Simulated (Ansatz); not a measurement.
A crystal relaxed with r2SCAN in Ansatz 0.2.0 has space group R3m:H (No. 160) and a = 3.529 Å, c = 35.114 Å.

| atom | site | x | y | z |
| --- | --- | --- | --- | --- |
| B | 3a | 0.0000 | 0.0000 | 0.0050 |
| B | 3a | 0.6667 | 0.3333 | 0.0829 |
| B | 3a | 0.3333 | 0.6667 | 0.1610 |
| Ga | 3a | 0.0000 | 0.0000 | 0.2491 |
| Xx | 3a | 0.6667 | 0.3333 | 0.0239 |
| Xx | 3a | 0.3333 | 0.6667 | 0.1019 |
| Xx | 3a | 0.0000 | 0.0000 | 0.1800 |
| Xx | 3a | 0.6667 | 0.3333 | 0.2795 |

The r2SCAN gap is indirect, 0.23 eV (Γ to k = (1/8, 1/8, -1/4)), below the direct gap of 0.81 eV at Γ. With HSE06 the valence top lies at Γ and the conduction bottom at k = (1/8, 1/8, -1/4), 0.60 eV higher; the smallest vertical gap, at Γ, is 1.31 eV. Meshes: r2SCAN 8×8×8, HSE06 6×6×6.

**Question.** Which element is Xx?
A. Sb
B. Bi
C. N
D. As

**Answer.** D. Xx is As: GaB3As4 as one 8-atom ordering (R3m) on the zincblende lattice. B has 4 As at 2.07–2.14 Å; B has 4 As at 2.08–2.14 Å; Ga has 4 As at 2.30–2.43 Å; As has 4 B at 2.07–2.14 Å; As has 4 B at 2.08–2.14 Å; As has 3 B at 2.14 Å and 1 Ga at 2.43 Å; As has 1 B at 2.07 Å and 3 Ga at 2.30 Å.

(Calculated; spin-unpolarised; the phase may be known or hypothetical.)

The runs are scalar-relativistic, without spin-orbit coupling.

Where an edge lies off the special points, it is a point of the mesh or the k point where a search put PBE's edge or least direct gap, reused for the other functionals, whose own edges may lie a little apart.

Coordinates of k points refer to the reciprocal vectors of the primitive cell of the runs.
